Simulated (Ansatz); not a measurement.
## SiB₁₂C₂, first-principles data

SiB$_{12}$C$_{2}$:
```yaml
crystal:
  lattice:
    - [2.82346, 1.63013, 4.22173]
    - [-2.82346, 1.63013, 4.22173]
    - [0.00000, -3.26025, 4.22173]
  atoms:
    - { symbol: B, position: [0.31623, 0.80956, 0.80956] }
    - { symbol: B, position: [0.68377, 0.19044, 0.19044] }
    - { symbol: B, position: [0.80956, 0.31623, 0.80956] }
    - { symbol: B, position: [0.19044, 0.68377, 0.19044] }
    - { symbol: B, position: [0.80956, 0.80956, 0.31623] }
    - { symbol: B, position: [0.19044, 0.19044, 0.68377] }
    - { symbol: B, position: [0.67271, 0.99383, 0.99383] }
    - { symbol: B, position: [0.32729, 0.00617, 0.00617] }
    - { symbol: B, position: [0.99383, 0.67271, 0.99383] }
    - { symbol: B, position: [0.00617, 0.32729, 0.00617] }
    - { symbol: B, position: [0.99383, 0.99383, 0.67271] }
    - { symbol: B, position: [0.00617, 0.00617, 0.32729] }
    - { symbol: C, position: [0.63546, 0.63546, 0.63546] }
    - { symbol: C, position: [0.36454, 0.36454, 0.36454] }
    - { symbol: Si, position: [0.50000, 0.50000, 0.50000] }
```

Space group R-3m (No. 166); conventional cell a = b = 5.647 Å, c = 12.665 Å, α = β = 90.00°, γ = 120.00°.

Method: the program Ansatz at the PBE level (PAW). The cell and atoms are relaxed at this level. Other levels are named where they apply.

**Cell and energy**

| Item | Value |
|---|---|
| Volume per atom | 7.77 Å³ |
| Density | 2.59 g/cm³ |
| Formation energy from the elements (no fitted shifts) | -0.013 eV/atom |

**Electronic structure**

| Property | Value |
|---|---|
| Band gap | 1.61 eV (indirect) |
| Valence-band maximum | at F |
| Conduction-band minimum | on the Γ–S0 line, 78 % of the way from Γ (k = 0.000, 0.297, -0.299 in fractions of the reciprocal vectors) (6 equivalent valleys) |
| Smallest direct gap on the standard path | 1.83 eV |
| Electron effective mass | 0.30, 0.43, 1.4 mₑ (principal values) |
| Hole effective mass | 0.33, 0.44, 0.58 mₑ (principal values) |

**Mechanics**

| Property | Result |
|---|---|
| Bulk modulus (Birch–Murnaghan fit) | 215 GPa |
| Pressure derivative B′ | 3.5 |

The start of the workflow was typed in or built on a structure type; neither database checked (COD, Materials Project) lists it. Whether it is the stable phase at ambient conditions was not checked. The PBE relaxation kept the symmetry of its start; whether a distortion lowers the energy is not shown. The references are the lowest solids computed at this level, not always the standard phases.

Potentials: the earlier of the program's two PAW sets.
